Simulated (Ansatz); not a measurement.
Zone-centre phonons of BeC2 at 3 GPa: input and output

These are results of Ansatz 0.2.0, DFT PBE, scalar-relativistic, plane waves, PAW, not measurements.

It can be run as:
```bash
ansatz run input.yaml --threads 1 --pin off --backend cpu --events-out ev --progress --plain --runs-dir out  # memory cap (--max-ram) not shown
```

Input (bare energies are in eV):
```yaml
crystal:
  lattice:
    - [-1.819804143, 1.819804143, 2.3218132917]
    - [1.819804143, -1.819804143, 2.3218132917]
    - [1.819804143, 1.819804143, -2.3218132917]
  atoms:
    - { symbol: Be, position: [0.0, 0.0, 0.0] }
    - { symbol: C, position: [0.6343528291, 0.6343528291, 0.0] }
    - { symbol: C, position: [0.3656471709, 0.3656471709, 0.0] }
basis:
  ecutwfc: 420
kpoints:
  mp_grid: { grid: [8, 8, 8] }
hamiltonian:
  xc: pbe
scf:
  occupations: { method: fixed }
output:
  eigenvalues: true
phonons:
  method: dfpt
  dielectric: true
  rigid_motions: translations
  eigenvectors: true
```

The end of the output:
```
--- Phonons (Γ-DFPT): 4 representative perturbations + reference, on 150 of 512 k-points (Σ response iterations 12) ---
  k mesh reduced under 2 symmetry operations, with k and −k counted as one. Each operation leaves every solved perturbation unchanged. A smaller set is not considered because the run solves the response ...
  ASR residual: 3.366e-4 → 0.000e0 eV/Å²; symmetrization residual: 6.214e-7 eV/Å²
  ASR residual per site (eV/Å²): 1.13e-4 3.37e-4 3.37e-4
  Γ frequencies (cm⁻¹): -396.25 -396.25 0.00 0.00 0.00 430.32 430.32 1094.51 1977.12
  ε∞ (high-frequency dielectric tensor):
        5.884576     0.000000     0.000000
        0.000000     5.884576     0.000000
        0.000000     0.000000     7.345138
  softest optical mode at Γ: -396.25 cm⁻¹; the repairs (sum rule, projections) moved no ω² at Γ by more than (2.79 cm⁻¹)²
  Born effective charges Z* (e; rows j = field, columns β = displacement):
    site 0:
         2.69059   -0.00000    0.00000
         0.00000    2.69059   -0.00000
        -0.00000    0.00000    1.87645
    site 1:
        -1.34530    0.00000   -0.00000
        -0.00000   -1.34530   -0.00000
         0.00000   -0.00000   -0.93823
    site 2:
        -1.34530    0.00000    0.00000
        -0.00000   -1.34530    0.00000
        -0.00000    0.00000   -0.93823
  Z* charge neutrality: 1.908e-3 e pre-enforcement
  solved inside a basis spanned on kpoints, on 8×8×8 k-points, its susceptibility summed on 12×12×14: ε∞ is read to err by 2.2e-2, Z* by 1.8e-2 e (field_mesh: kpoints solves on kpoints); Z* is corrected for ...
  optical modes at Γ without the LO–TO term, one row a degenerate level:
      ω (cm⁻¹) modes IR ((D/Å)²/amu)
       -396.25      2            50.9697
        430.32      2             0.0000
       1094.51      1            12.3954
       1977.12      1             0.0000
  optical modes at Γ + LO–TO along q̂ = [1.0000, 0.0000, 0.0000]:
      ω (cm⁻¹) modes IR ((D/Å)²/amu)
       -396.25      1            25.4849
        378.56      1            25.4849
        430.32      2             0.0000
       1094.51      1            12.3954
       1977.12      1             0.0000
  optical modes at Γ + LO–TO along q̂ = [0.0000, 1.0000, 0.0000]:
      ω (cm⁻¹) modes IR ((D/Å)²/amu)
       -396.25      1            25.4849
        378.56      1            25.4849
        430.32      2             0.0000
       1094.51      1            12.3954
       1977.12      1             0.0000
  optical modes at Γ + LO–TO along q̂ = [0.0000, 0.0000, 1.0000]:
      ω (cm⁻¹) modes IR ((D/Å)²/amu)
       -396.25      2            50.9697
        430.32      2             0.0000
       1146.73      1            12.3954
       1977.12      1             0.0000
```

Its imaginary modes show that this cell, built by swapping an element in a database structure, isn't a minimum of the energy. The crystal is built of chains and no dispersion correction was added, so the binding between them is poorly described, and with it their spacing and whatever depends on it.

Negative frequencies stand for imaginary ones: the cell is unstable against these modes.